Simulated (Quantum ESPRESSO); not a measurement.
## Au3Mg4Ta (finding a planted mistake in a log)

Computed values, not a measurement. The program is pw.x of Quantum ESPRESSO 7.5 (plane-wave density functional theory). The cell is made up: eight metal atoms on a hexagonal close-packed lattice, with elements, volume, strain and displacements drawn at random and not relaxed, so it may be unstable or far from any real phase. PseudoDojo standard norm-conserving files set the functional (PBE unless stated); there is no spin polarisation or spin-orbit coupling, the Fermi-Dirac width of 0.25 eV means electrons at about 2900 K, and the masses in the input are unused placeholders. Heavy elements are run without spin-orbit coupling, which real alloys of them have. A spin test at this wide smearing found no moment, but such smearing suppresses magnetism that the real alloy may have.

Intended input:

```
&control calculation='scf', pseudo_dir='./dojo.nc.sr.pbe.v0_5.standard.upf', outdir='./o', disk_io='minimal', tprnfor=.true., tstress=.true. /
&system ibrav=0, nat=8, ntyp=3, nbnd=65, ecutwfc=84.00895049, nosym=.true., tot_charge=0,
 occupations='smearing', smearing='fd', degauss=0.0183746611
/
&electrons conv_thr=1.470e-08, electron_maxstep=70, mixing_beta=0.5 /
ATOMIC_SPECIES
Au 1.0 Au.upf
Mg 1.0 Mg.upf
Ta 1.0 Ta.upf
CELL_PARAMETERS angstrom
0.0594 -0.0634 5.2334
6.1572 0.0131 0.0711
-3.0672 5.3233 -0.1013
ATOMIC_POSITIONS angstrom
Au 0.1286 -0.1744 0.1789
Au -1.4825 2.6667 0.035
Mg 2.9854 0.1275 0.1211
Mg 1.4467 2.6407 -0.1353
Mg -0.0562 1.7859 2.5318
Mg -1.4907 4.3371 2.6616
Au 3.1871 1.8122 2.552
Ta 1.5655 4.4265 2.5441
K_POINTS automatic
5 5 5 1 1 1
```

The log is shortened where brackets say so; the opening notice, blank lines, dates and the lines on written files are dropped, and the path of the files is cut. It prints rydbergs, bohrs and kilobars, and counts compression as positive stress. Its total energy is the free energy E - TS of the whole cell.

Log of the intended run:

```
     Program PWSCF v.7.5
     Parallel version (MPI & OpenMP), running on       4 processor cores
     Number of MPI processes:                 4
     Threads/MPI process:                     1
     [start-up lines left out]
     bravais-lattice index     =            0
     lattice parameter (alat)  =       9.8911  a.u.
     unit-cell volume          =    1158.6565 (a.u.)^3
     number of atoms/cell      =            8
     number of atomic types    =            3
     number of electrons       =       110.00
     number of Kohn-Sham states=           65
     kinetic-energy cutoff     =      84.0090  Ry
     charge density cutoff     =     336.0358  Ry
     scf convergence threshold =      1.5E-08
     mixing beta               =       0.5000
     number of iterations used =            8  plain     mixing
     Exchange-correlation= PBE
                           (   1   4   3   4   0   0   0)
     [axes and pseudopotential details left out]
   Cartesian axes
     site n.     atom                  positions (alat units)
         1        Au     tau(   1) = (   0.0245696  -0.0333198   0.0341796  )
         2        Au     tau(   2) = (  -0.2832376   0.5094838   0.0066869  )
         3        Mg     tau(   3) = (   0.5703727   0.0243594   0.0231366  )
         4        Mg     tau(   4) = (   0.2763979   0.5045164  -0.0258496  )
         5        Mg     tau(   5) = (  -0.0107372   0.3412034   0.4837106  )
         6        Mg     tau(   6) = (  -0.2848043   0.8286205   0.5085094  )
         7        Au     tau(   7) = (   0.6089083   0.3462281   0.4875699  )
         8        Ta     tau(   8) = (   0.2990951   0.8457007   0.4860606  )
     number of k points=    63  Fermi-Dirac smearing, width (Ry)=  0.0184
                       cart. coord. in units 2pi/alat
        k(    1) = (   0.0835278   0.1483715   0.1008632), wk =   0.0320000
        k(    2) = (   0.0830823   0.3448097   0.1032480), wk =   0.0320000
     [further k points left out]
     Dense  grid:   120433 G-vectors     FFT dimensions: (  60,  72,  72)
     Estimated max dynamical RAM per process >     436.04 MB
     Estimated total dynamical RAM >       1.62 GB
     Initial potential from superposition of free atoms
     starting charge     109.9955, renormalised to     110.0000
     Starting wfcs are   60 randomized atomic wfcs +    5 random wfcs
     total cpu time spent up to now is        9.1 secs
     per-process dynamical memory:   356.2 Mb
     Self-consistent Calculation
     iteration #  1     ecut=    84.01 Ry     beta= 0.50
     Davidson diagonalization with overlap
     ethr =  1.00E-02,  avg # of iterations =  3.0
     Threshold (ethr) on eigenvalues was too large:
     Diagonalizing with lowered threshold
     Davidson diagonalization with overlap
     ethr =  7.58E-04,  avg # of iterations =  1.0
     total cpu time spent up to now is       50.1 secs
     total energy              =   -1494.22133281 Ry
     estimated scf accuracy    <       0.84686000 Ry
     iteration #  2     ecut=    84.01 Ry     beta= 0.50
     Davidson diagonalization with overlap
     ethr =  7.70E-04,  avg # of iterations =  3.0
     total cpu time spent up to now is       73.4 secs
     total energy              =   -1494.30170219 Ry
     estimated scf accuracy    <       2.49051764 Ry
     [iterations 3 to 10 left out]
     iteration # 11     ecut=    84.01 Ry     beta= 0.50
     Davidson diagonalization with overlap
     ethr =  3.43E-10,  avg # of iterations =  2.0
     total cpu time spent up to now is      272.4 secs
     total energy              =   -1494.61665353 Ry
     estimated scf accuracy    <       0.00000003 Ry
     iteration # 12     ecut=    84.01 Ry     beta= 0.50
     Davidson diagonalization with overlap
     ethr =  2.69E-11,  avg # of iterations =  2.0
     total cpu time spent up to now is      293.1 secs
     End of self-consistent calculation
     [lines on levels left out]
!    total energy              =   -1494.61665353 Ry
     estimated scf accuracy    <          2.8E-09 Ry
     smearing contrib. (-TS)   =      -0.08757915 Ry
     internal energy E=F+TS    =   -1494.52907438 Ry
     The total energy is F=E-TS. E is the sum of the following terms:
     one-electron contribution =    -787.24842371 Ry
     hartree contribution      =     404.41891164 Ry
     xc contribution           =    -248.77520235 Ry
     ewald contribution        =    -862.92435996 Ry
     convergence has been achieved in  12 iterations
     Forces acting on atoms (cartesian axes, Ry/au):
     atom    1 type  1   force =    -0.03098588    0.00802311   -0.00068182
     atom    2 type  1   force =     0.01036909   -0.00343568   -0.00566116
     atom    3 type  2   force =     0.02160086   -0.00990832   -0.00045081
     atom    4 type  2   force =     0.00411775    0.01435908    0.00223024
     atom    5 type  2   force =     0.00465266   -0.01255757   -0.00181807
     atom    6 type  2   force =    -0.01158727    0.00825544    0.00016017
     atom    7 type  1   force =    -0.02164606   -0.01335067    0.00930786
     atom    8 type  3   force =     0.02347884    0.00861461   -0.00308642
     Total force =     0.061016     Total SCF correction =     0.000260
     Computing stress (Cartesian axis) and pressure
          total   stress  (Ry/bohr**3)                   (kbar)     P=      -78.06
  -0.00048399  -0.00005478   0.00002736          -71.20       -8.06        4.03
  -0.00005478  -0.00042036   0.00000200           -8.06      -61.84        0.29
   0.00002736   0.00000200  -0.00068760            4.03        0.29     -101.15
     init_run     :      8.01s CPU      8.57s WALL (       1 calls)
     electrons    :    273.95s CPU    284.02s WALL (       1 calls)
     forces       :      3.23s CPU      3.28s WALL (       1 calls)
     stress       :     11.46s CPU     11.47s WALL (       1 calls)
     [timing details left out]
     PWSCF        :   4m57.17s CPU   5m 8.01s WALL
     JOB DONE.
```

A second run was made from an input with one planted mistake. Its log:

```
     Program PWSCF v.7.5
     Parallel version (MPI & OpenMP), running on       4 processor cores
     Number of MPI processes:                 4
     Threads/MPI process:                     1
     [start-up lines left out]
     bravais-lattice index     =            0
     lattice parameter (alat)  =       9.8911  a.u.
     unit-cell volume          =    1158.6565 (a.u.)^3
     number of atoms/cell      =            8
     number of atomic types    =            4
     number of electrons       =       117.00
     number of Kohn-Sham states=           69
     kinetic-energy cutoff     =      84.0090  Ry
     charge density cutoff     =     336.0358  Ry
     scf convergence threshold =      1.5E-08
     mixing beta               =       0.5000
     number of iterations used =            8  plain     mixing
     Exchange-correlation= PBE
                           (   1   4   3   4   0   0   0)
     [axes and pseudopotential details left out]
   Cartesian axes
     site n.     atom                  positions (alat units)
         1        Au     tau(   1) = (   0.0245696  -0.0333198   0.0341796  )
         2        Au     tau(   2) = (  -0.2832376   0.5094838   0.0066869  )
         3        Mg     tau(   3) = (   0.5703727   0.0243594   0.0231366  )
         4        Mg     tau(   4) = (   0.2763979   0.5045164  -0.0258496  )
         5        Ir     tau(   5) = (  -0.0107372   0.3412034   0.4837106  )
         6        Mg     tau(   6) = (  -0.2848043   0.8286205   0.5085094  )
         7        Au     tau(   7) = (   0.6089083   0.3462281   0.4875699  )
         8        Ta     tau(   8) = (   0.2990951   0.8457007   0.4860606  )
     number of k points=    63  Fermi-Dirac smearing, width (Ry)=  0.0184
                       cart. coord. in units 2pi/alat
        k(    1) = (   0.0835278   0.1483715   0.1008632), wk =   0.0320000
        k(    2) = (   0.0830823   0.3448097   0.1032480), wk =   0.0320000
     [further k points left out]
     Dense  grid:   120433 G-vectors     FFT dimensions: (  60,  72,  72)
     Estimated max dynamical RAM per process >     468.21 MB
     Estimated total dynamical RAM >       1.74 GB
     Initial potential from superposition of free atoms
     starting charge     116.9962, renormalised to     117.0000
     Starting wfcs are   65 randomized atomic wfcs +    4 random wfcs
     total cpu time spent up to now is       19.3 secs
     per-process dynamical memory:   370.4 Mb
     Self-consistent Calculation
     iteration #  1     ecut=    84.01 Ry     beta= 0.50
     Davidson diagonalization with overlap
     ethr =  1.00E-02,  avg # of iterations =  3.0
     total cpu time spent up to now is       60.4 secs
     total energy              =   -1605.12138771 Ry
     estimated scf accuracy    <       1.74147382 Ry
     iteration #  2     ecut=    84.01 Ry     beta= 0.50
     Davidson diagonalization with overlap
     ethr =  1.49E-03,  avg # of iterations =  4.1
     total cpu time spent up to now is      104.4 secs
     total energy              =   -1604.20962078 Ry
     estimated scf accuracy    <      23.19725929 Ry
     [iterations 3 to 12 left out]
     iteration # 13     ecut=    84.01 Ry     beta= 0.50
     Davidson diagonalization with overlap
     ethr =  3.70E-11,  avg # of iterations =  3.1
     total cpu time spent up to now is      539.3 secs
     total energy              =   -1606.05613988 Ry
     estimated scf accuracy    <       0.00000005 Ry
     iteration # 14     ecut=    84.01 Ry     beta= 0.50
     Davidson diagonalization with overlap
     ethr =  3.70E-11,  avg # of iterations =  2.0
     total cpu time spent up to now is      571.7 secs
     End of self-consistent calculation
     [lines on levels left out]
!    total energy              =   -1606.05613988 Ry
     estimated scf accuracy    <       0.00000001 Ry
     smearing contrib. (-TS)   =      -0.09267589 Ry
     internal energy E=F+TS    =   -1605.96346399 Ry
     The total energy is F=E-TS. E is the sum of the following terms:
     one-electron contribution =    -764.45619205 Ry
     hartree contribution      =     402.73693245 Ry
     xc contribution           =    -276.32118712 Ry
     ewald contribution        =    -967.92301726 Ry
     convergence has been achieved in  14 iterations
     Forces acting on atoms (cartesian axes, Ry/au):
     atom    1 type  1   force =    -0.03257854    0.01046132    0.00081647
     atom    2 type  1   force =     0.01092413   -0.00783833   -0.00676671
     atom    3 type  3   force =     0.02275892   -0.00875036    0.00056330
     atom    4 type  3   force =    -0.01686968    0.00101419    0.00042254
     atom    5 type  2   force =     0.01843984    0.00910325   -0.00141655
     atom    6 type  3   force =    -0.00668060   -0.00083006   -0.00040327
     atom    7 type  1   force =    -0.01500989   -0.01131258    0.00857412
     atom    8 type  4   force =     0.01901582    0.00815258   -0.00178990
     Total force =     0.060059     Total SCF correction =     0.000261
     Computing stress (Cartesian axis) and pressure
          total   stress  (Ry/bohr**3)                   (kbar)     P=     -138.25
  -0.00085583  -0.00023111   0.00001758         -125.90      -34.00        2.59
  -0.00023111  -0.00107403  -0.00001191          -34.00     -158.00       -1.75
   0.00001758  -0.00001191  -0.00088948            2.59       -1.75     -130.85
     init_run     :     14.72s CPU     15.88s WALL (       1 calls)
     electrons    :    550.14s CPU    552.54s WALL (       1 calls)
     forces       :      5.41s CPU      5.42s WALL (       1 calls)
     stress       :     21.75s CPU     21.75s WALL (       1 calls)
     [timing details left out]
     PWSCF        :   9m55.69s CPU   9m59.33s WALL
     JOB DONE.
```

Question: the log repeats what the program read. Compare it with the intended run: what was wrong in the second input?

Answer: one atom is of a wrong element. The input lines that differ:

```
- &system ibrav=0, nat=8, ntyp=3, nbnd=65, ecutwfc=84.00895049, nosym=.true., tot_charge=0,
+ &system ibrav=0, nat=8, ntyp=4, nbnd=69, ecutwfc=84.00895049, nosym=.true., tot_charge=0,
+ Ir 1.0 Ir.upf
- Mg -0.0562 1.7859 2.5318
+ Ir -0.0562 1.7859 2.5318
```

```
                                            intended run  run with the mistake
                          free energy (eV)    -20335.296            -21851.507
         entropy term -TS, part of it (eV)        -1.192                -1.261
                            pressure (GPa)         -7.81                -13.82
size of the largest force component (eV/Å)         0.797                 0.838
largest change of a force component (eV/Å)                               0.557
                                iterations            12                    14
```

For scale, a rerun of the intended cell at a higher cutoff and on a denser mesh moved values by no more than 0.004 eV in energy, 0.02 GPa in stress and 0.006 eV/Å in force, and a second program with other atomic files agreed on that cell to 2 % rms in force and 0.5 GPa in pressure. Files of another functional or element have another zero of energy, so the energy change says nothing on stability. The number of bands, nbnd, was set by rule from the electron count, so it follows the mistake.